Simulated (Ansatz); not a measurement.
Trial structure of MgFeC₄N₄, not yet relaxed:

```cif
data_structure
_symmetry_space_group_name_H-M 'P 1'
_symmetry_Int_Tables_number 1
_cell_length_a 5.9813
_cell_length_b 5.9813
_cell_length_c 5.9813
_cell_angle_alpha 90.000
_cell_angle_beta 90.000
_cell_angle_gamma 90.000
_cell_volume 213.99
loop_
_atom_site_label
_atom_site_type_symbol
_atom_site_fract_x
_atom_site_fract_y
_atom_site_fract_z
_atom_site_occupancy
Mg1 Mg 0.00000 0.00000 0.00000 1
Fe1 Fe 0.50000 0.50000 0.50000 1
C1 C 0.19112 0.19112 0.19112 1
C2 C 0.19112 0.80888 0.80888 1
C3 C 0.80888 0.19112 0.80888 1
C4 C 0.80888 0.80888 0.19112 1
N1 N 0.30405 0.30405 0.30405 1
N2 N 0.30405 0.69595 0.69595 1
N3 N 0.69595 0.30405 0.69595 1
N4 N 0.69595 0.69595 0.30405 1
```

Method: DFT PBE, scalar-relativistic, plane waves, PAW (Ansatz). Settings: cutoff 420 eV, Γ-centred mesh 4×4×4 on the computed 10-atom cell, Gaussian smearing of 0.10 eV; collinear spin from starting moments 0.0 4.0 0.0 0.0 0.0 0.0 0.0 0.0 0.0 0.0 μB.

Energies over the elements count from the elements' standard structures at the same level (N₂ as a molecule), with no fitted energy shifts.

Q: What does a single point on this coarse mesh give?

A: The pressure is 3.0 GPa (it wants to expand), the largest force is 2.50 eV/Å, and the energy is +0.34 eV/atom against the elements. The shortest distance is 1.17 Å.

Q: How much does it gain on relaxing, and where does it end?

A: Relaxing gains under 0.1 eV/atom (the start's value is from the coarse mesh, so the gain is rough) in 9 ionic steps and ends at +0.25 eV/atom on the finer mesh. The symmetry stays P-43m (No. 215). The volume per atom grows by 7.8 %, from 21.4 to 23.1 Å³. The shortest distance stays 1.17 Å (C–N). Conventional cell: a = 6.134 Å. Mg is surrounded by 4 C at 2.18 Å; Fe has 4 N at 1.96 Å; around C lie 1 N at 1.17 Å and 1 Mg at 2.18 Å; N is surrounded by 1 C at 1.17 Å and 1 Fe at 1.96 Å.

The last run used collinear spin, a 6×6×6 mesh for its 10-atom cell and Gaussian smearing of 0.10 eV. No Hubbard U is applied to the open shell of Fe. The reference form of C is held partly by dispersion forces, which this level lacks. Another magnetic order may lie lower. The relaxation can't lower the symmetry of the start. Symmetry constrained the relaxation, so the result can be a saddle point.
